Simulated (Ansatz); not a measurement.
## Property card for Al

Al:
```
CELL_PARAMETERS angstrom
      2.83951     0.00000     0.00000
     -1.41976     2.45909     0.00000
      0.00000     0.00000     4.67148
ATOMIC_POSITIONS crystal
  Al 0.66667 0.33333 0.75000
  Al 0.33333 0.66667 0.25000
```

Space group P6_3/mmc (No. 194), hcp (Mg type); conventional cell a = 2.840 Å, b = 2.840 Å, c = 4.671 Å, α = 90.00°, β = 90.00°, γ = 120.00°.

Method: the program Ansatz at the PBEsol level (PAW). The cell and atoms are relaxed at this level. Other levels are named where they apply.

**Cell and energy**

```yaml
volume_per_atom: 16.31 Å³
density: 2.75 g/cm³
```

**Electronic structure**

```yaml
electronic_character: metallic (no gap)
Density of states at the Fermi level: 0.42 states/eV per atom (mean over ±0.08 eV)
```

**Mechanics**

```yaml
Bulk modulus (Birch–Murnaghan fit): 78.6 GPa
Pressure derivative B′: 4.5
Elastic constants (relaxed ions, GPa): C11 = 122, C12 = 62.8, C13 = 53.6, C33 = 126, C44 = 12.3
mechanical_stability: stable (all eigenvalues of C positive)
hill_bulk_and_shear_moduli: 78.9 and 21.8 GPa
Young's modulus: 59.9 GPa
Poisson's ratio: 0.37
debye_temperature_from_the_elastic_constants: 373 K
```

The workflow started from a Materials Project entry (that database holds measured and hypothetical structures alike); the Crystallography Open Database copy checked does not list it. It is not the phase usual at ambient conditions (space group No. 225). The PBEsol relaxation kept the symmetry of its start; its stability against distortions is not shown here. As this level gives no gap, shear constants depend on the k-mesh and smearing (Fermi–Dirac, 0.1 eV here). Axis ratios of metals converge slowly with the k-mesh, so a and c are less sure than the volume.

Potentials: the later of the program's two PAW sets.
